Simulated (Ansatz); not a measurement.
Problem. Each is relaxed and computed with plane-wave PAW r²SCAN (Ansatz code). Which is the only metal?
(A) SiC, wurtzite
(B) Si2Ni, fluorite or antifluorite type
(C) SiO2, P4_2/nmc (Si on 2a, O on 4d)
(D) In2Si2O7, C2/m (Pearson symbol mS22)

Solution. B, Si2Ni, fluorite or antifluorite type. Si2Ni: metal; SiO2: gap 5.93 eV (indirect); SiC: gap 2.65 eV (indirect); In2Si2O7: gap 3.63 eV (direct). Constructed cells (a structure type filled with these elements, in neither database checked): SiO2, P4_2/nmc (Si on 2a, O on 4d). Not the usual ambient phase: SiO2, P4_2/nmc (Si on 2a, O on 4d). Standing as an ambient phase not checked: In2Si2O7, C2/m (Pearson symbol mS22). Began spin-polarised and lost the moments: Si2Ni, fluorite or antifluorite type. All cells were relaxed under the symmetry of their starts (and spin orders); stability against distortions was not tested throughout. Spin–orbit coupling is left out wherever it is not named.

Potentials: the later of the program's two PAW sets.
